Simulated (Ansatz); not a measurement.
Relaxed-ion elastic tensor of BePd (CsCl type, Pm-3m) in GPa (Voigt order), DFT-PBEsol in the program Ansatz with PAW potentials; density 8.76 g/cm³, 10.95 Å³ per atom.

```
 220   177   177   0.0   0.0   0.0
 177   220   177   0.0   0.0   0.0
 177   177   220   0.0   0.0   0.0
 0.0   0.0   0.0  88.9   0.0   0.0
 0.0   0.0   0.0   0.0  88.9   0.0
 0.0   0.0   0.0   0.0   0.0  88.9
```

Question: Is the crystal mechanically stable?

Answer: Yes: the smallest eigenvalue of C is 42.2 GPa.

Question: Work out the Voigt, Reuss and Hill averages.

Answer: K_V = 192, K_R = 192, K_H = 192; G_V = 61.8, G_R = 38.9, G_H = 50.3 GPa.

Question: Give Young's modulus, Poisson's ratio, Pugh's ratio and the universal anisotropy index.

Answer: E = 9KG/(3K + G) = 139 GPa; ν = 0.38; K/G = 3.80 (ductile by the Pugh limit of 1.75); A_U = 5G_V/G_R + K_V/K_R − 6 = 2.94.

Question: Estimate the sound speeds and the Debye temperature.

Answer: v_l = √((K + 4G/3)/ρ) = 5430 m/s, v_t = √(G/ρ) = 2400 m/s, mean 2710 m/s; Θ = (h/k)(3n/4πV)^(1/3) v_m = 363 K.

Question: Give the Zener ratio and Young's modulus along [100], [110] and [111].

Answer: A = 2C44/(C11 − C12) = 4.22; 1/E = S11 − 2(S11 − S12 − S44/2)Γ with Γ = 0, 1/4, 1/3 gives 61.0, 136, 231 GPa.

The workflow started from an entry of the Crystallography Open Database (COD). Its standing as an ambient phase is unchecked. The PBEsol relaxation kept the symmetry of its start; of distortions, only those at the zone centre were tested. The run is not spin-polarised. As this level gives no gap, shear constants depend on the k-mesh and smearing (Fermi–Dirac, 0.1 eV here).

Potentials: the later of the program's two PAW sets.
